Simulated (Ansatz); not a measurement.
**5 guesses for PdPt₂ and where they end**

These are results of DFT PBE, scalar-relativistic, plane waves, PAW in Ansatz, not measurements. Settings: cutoff 420 eV, Γ-centred meshes spaced at most about 0.3 Å⁻¹, and about 0.25 Å⁻¹ or finer for metals (2π included), Gaussian smearing. Collinear spin in cells that started with moments and kept them past the coarse steps, no spin elsewhere.

Each guess was relaxed in cell and atoms at zero pressure, within the symmetry of its start. All energies are static (0 K, no zero-point motion). Coordination counts all near atoms (those within 1.25 times the shortest distance at each site; a plus sign parts nearer from farther groups).

```tsv
guess	made from	start group	V start (Å³/atom)	end group	V end (Å³/atom)	coordination at the end	gap on mesh (eV)	E over the lowest end (meV/atom)
1	random cell	P4/mmm	18.7	P4/mmm	22.4	Pd 6, Pt 4	0	979
2	Al2Pt type	Fm-3m	17.0	Fm-3m (fluorite)	18.3	Pd 8, Pt 4+6	0	422
3	NbAu2 type	P6/mmm	14.1	P6/mmm	15.9	Pd 14, Pt 11	0	0
4	YPt2 type	Fd-3m	15.7	?	?	?	?	?
5	Ga2Cu type	P4/mmm	14.7	P4/mmm	16.4	Pd 12, Pt 9	0	58
```

Guess 4 as it starts:

```yaml
crystal:
  lattice:
    - [0.00000, 3.61062, 3.61062]
    - [3.61062, 0.00000, 3.61062]
    - [3.61062, 3.61062, 0.00000]
  atoms:
    - { symbol: Pd, position: [0.50000, 0.50000, 0.50000] }
    - { symbol: Pd, position: [0.75000, 0.75000, 0.75000] }
    - { symbol: Pt, position: [0.62500, 0.12500, 0.12500] }
    - { symbol: Pt, position: [0.12500, 0.12500, 0.12500] }
    - { symbol: Pt, position: [0.12500, 0.12500, 0.62500] }
    - { symbol: Pt, position: [0.12500, 0.62500, 0.12500] }
```

Q: Predict the end of this guess and its energy over the lowest end.

A: It ends in the cubic Laves (C15) type, space group Fd-3m (No. 227), with a = 7.388 Å, 16.8 Å³/atom and no gap. It lies 99 meV/atom over the lowest end, above guess 5 and below guess 2. Counting all near atoms, this end has Pd 16, Pt 6+6 and the lowest (guess 3) has Pd 14, Pt 11.

```yaml
crystal:
  lattice:
    - [0.00000, 3.69383, 3.69383]
    - [3.69383, 0.00000, 3.69383]
    - [3.69383, 3.69383, 0.00000]
  atoms:
    - { symbol: Pd, position: [0.50000, 0.50000, 0.50000] }
    - { symbol: Pd, position: [0.75000, 0.75000, 0.75000] }
    - { symbol: Pt, position: [0.62500, 0.12500, 0.12500] }
    - { symbol: Pt, position: [0.12500, 0.12500, 0.12500] }
    - { symbol: Pt, position: [0.12500, 0.12500, 0.62500] }
    - { symbol: Pt, position: [0.12500, 0.62500, 0.12500] }
```

Energies over the elements count from the elements' standard structures at the same level, with no fitted energy shifts.

Q: Is the lowest end bound against the elements?

A: No: its formation energy is +0.08 eV/atom. A positive value: parting into the elements would lower its energy.

These runs have no spin–orbit coupling, which can matter for Pt. A magnetic state wasn't ruled out in cells without spin, among them P6/mmm. Cells relaxed within their symmetry can be saddle points. A lower structure may well exist outside this small set. Some types were kept out of the candidates beforehand, so the set may lack a known form.
